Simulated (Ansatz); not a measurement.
## P (R-3m), axial (c/a) deformation path

Theory: DFT LDA, scalar-relativistic, plane waves, PAW in Ansatz 0.2.0. Settings: plane waves to 250 eV, k-mesh 18×18×18 (Γ-centred), Gaussian smearing 0.15 eV. No spin polarisation. Energies are free energies at this smearing, counted from the undisturbed cell; pressure is positive in compression.

Reference structure (as given, not relaxed at this level; it stands at -3.4 GPa; this form isn't the usual structure):

```
P
1.0
     1.72573    0.99635    3.12968
    -1.72573    0.99635    3.12968
     0.00000   -1.99270    3.12968
P
2
Direct
  0.22708 0.22708 0.22708
  0.77292 0.77292 0.77292
```

At fixed volume and fractional coordinates, lengths along (0.000, 0.000, 1.000) are scaled against those across it; ρ is that ratio over its starting value. The cell is metallic on the mesh throughout.

Problem. Over the sampled range (0.800 to 1.300), is the undisturbed cell the lowest point?

Solution. Yes, every other sampled point lies higher.

The scan:

```tsv
ρ	ΔE (meV/atom)
0.800	140.4
0.850	71.5
0.920	14.1
0.960	1.1
1.000	0.0
1.050	8.3
1.100	22.8
1.200	68.0
1.300	142.6
```

Cost: 9 runs of about 2.1 core-minutes in all, on Intel Xeon Processor @ 2.50GHz (Skylake/Cascade Lake) (shared hosts).